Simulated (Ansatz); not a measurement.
FeBiO3:
```xyz
10
Lattice="4.7715 2.9990 0.0000 -4.7715 2.9990 0.0000 -3.5365 0.0000 4.6089" Properties=species:S:1:pos:R:3 pbc="T T T"
Bi     1.5157     3.7893     1.1339
Fe     0.0000     1.1979     0.0000
O     -7.1769     3.0639     3.5487
O      3.6405     3.0639     1.0602
O     -4.8315     1.6222     3.1874
Bi    -5.0522     3.7893     3.4750
Fe    -1.7682     4.1969     2.3045
O     -1.0370     3.0639     0.9375
O     -2.4995     3.0639     3.6714
O      1.2950     1.6222     1.4215
```
Starting moments (μB, in the order of the atoms Bi Fe O O O Bi Fe O O O): 0.0 3.7 0.2 0.2 0.0 0.0 -3.7 -0.2 -0.2 0.0.

Relaxed with PBE. Special points in fractions of this cell's reciprocal vectors: Γ (0.000, 0.000, 0.000); C (0.407, 0.407, 0.000); C2 (-0.407, 0.593, 0.000); Y2 (-0.500, 0.500, 0.000); M2 (-0.500, 0.500, 0.500); D (-0.250, 0.750, 0.500); D2 (0.250, 0.250, 0.500); A (0.000, 0.000, 0.500); L2 (0.000, 0.500, 0.500); V2 (0.000, 0.500, 0.000).

Task: List the band energies nearest the valence-band maximum at these points for the program Ansatz at the PBE level (PAW).

Result: In eV from the valence-band maximum; about four levels below and three above (degenerate sets whole), none deeper than 8.9 eV; points with the same levels are listed once.

```csv
k,below,above
Γ ↑,-1.39 -1.11 -0.35 -0.20,1.16 1.21 1.23
C ↑,-1.09 -1.04 -0.42 -0.34,1.23 1.27 1.41
Y2 ↑,-1.04 -0.89 -0.63 -0.43,1.25 1.28 1.41
M2 ↑,-1.34 -0.95 -0.77 -0.19,1.36 1.38 1.51
D ↑,-1.45 -1.21 -0.89 -0.23,1.26 1.30 1.42
A ↑,-1.37 -1.05 -0.62 -0.22,1.27 1.32 1.59
L2 ↑,-1.47 -1.36 -0.79 -0.21,1.19 1.30 1.42
V2 ↑,-1.48 -0.98 -0.23 -0.08,1.05 1.32 1.44
```

Space group Ima2. The start of the workflow was typed in or built on a structure type; neither database checked (COD, Materials Project) lists it. It is not the phase usual at ambient conditions (space group No. 161). Symmetry was held in the PBE relaxation, as lowered by the spin order; whether a distortion lowers the energy is not shown. Spin order of the final state: antiferromagnetic, chosen from 3 collinear starts compared on coarse meshes (ties went to the first, and starts can fall back to one state), not a proven ground state. No Hubbard U is applied. Point labels and valley counts follow the cell and symmetry of the run, lower than the named group. Scalar-relativistic: spin–orbit coupling is off unless named, which matters more the heavier the elements.

Potentials: the later of the program's two PAW sets.
